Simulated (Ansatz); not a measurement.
One crystal and one scan (energy over volume and axial ratio) at two levels, PBE (plane waves to 420 eV, PAW, scalar-relativistic; Ansatz, an electronic-structure program) and r2SCAN (plane waves to 500 eV, PAW, scalar-relativistic; Ansatz), each from its own relaxed cell and on its own mesh. The cell shown is that of PBE.

ZnSe (zinc blende)

```
ZnSe
1.0
    0.00000     2.86650     2.86650
    2.86650     0.00000     2.86650
    2.86650     2.86650     0.00000
Se Zn
1 1
Direct
  0.75000   0.75000   0.75000
  0.00000   0.00000   0.00000
```

Grid over V/V₀ and (c/a)/(c/a)₀, subscript 0 meaning the relaxed cell; the conventional c axis lies along z; no internal relaxation.

E stands for the smeared free energy. ZnSe was relaxed with its symmetry unable to fall. Percentages come from the unrounded values.

```json
[
 {"quantity": "Lattice constant a (Å)", "PBE": "5.733", "r2SCAN": "5.666", "PBE − r2SCAN": "+0.067 (+1.2 %)"},
 {"quantity": "Shear modulus C′ = (C11 − C12)/2 (fit, atoms clamped) (GPa)", "PBE": "17.3", "r2SCAN": "18.7", "PBE − r2SCAN": "-1.4 (-7 %)"}
]
```

PBE gives the higher value for: lattice constant a. PBE gives the lower value for: shear modulus C′. Neither level is exact: the differences show how much the result hangs on the functional.

(A scan under strain: stresses follow from slopes of the energy per volume, elastic moduli from its curvatures.)
